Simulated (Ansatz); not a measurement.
VSi2 in space group P6_422 (No. 181; V on 3c, Si on 6i) at seven volumes, PBEsol (plane waves, PAW; program Ansatz), shape and atoms relaxed at each. One row is withheld.

```json
[
 {"V (Å³/atom)": "11.320", "P (GPa)": "21.58"},
 {"V (Å³/atom)": "11.694", "P (GPa)": "13.21"},
 {"V (Å³/atom)": "12.067", "P (GPa)": "?"},
 {"V (Å³/atom)": "12.440", "P (GPa)": "0.00"},
 {"V (Å³/atom)": "12.813", "P (GPa)": "-5.18"},
 {"V (Å³/atom)": "13.186", "P (GPa)": "-9.58"},
 {"V (Å³/atom)": "13.560", "P (GPa)": "-13.32"}
]
```

**Question.** Fit the shown pressures and predict the withheld one.

**Answer.** Third-order Birch–Murnaghan: P = (3/2)B₀(x^(7/2) − x^(5/2))[1 + (3/4)(B′ − 4)(x − 1)] with x = (V₀/V)^(2/3). Least squares on the six rows gives V₀ = 12.440 Å³/atom, B₀ = 186.4 GPa, B′ = 4.34. At V = 12.067, x = 1.0205 and P = 6.06 GPa. The run itself gave 6.08 GPa.

The workflow started from a Materials Project entry (that database holds measured and hypothetical structures alike); the Crystallography Open Database files this formula in space group No. 181, but the cells were not matched. Whether it is the stable phase at ambient conditions was not checked. The cell was relaxed with PBEsol under the symmetry of its start; its stability against distortions is not shown here. The workflow began spin-polarised and lost its moments.

Potentials: the later of the program's two PAW sets.
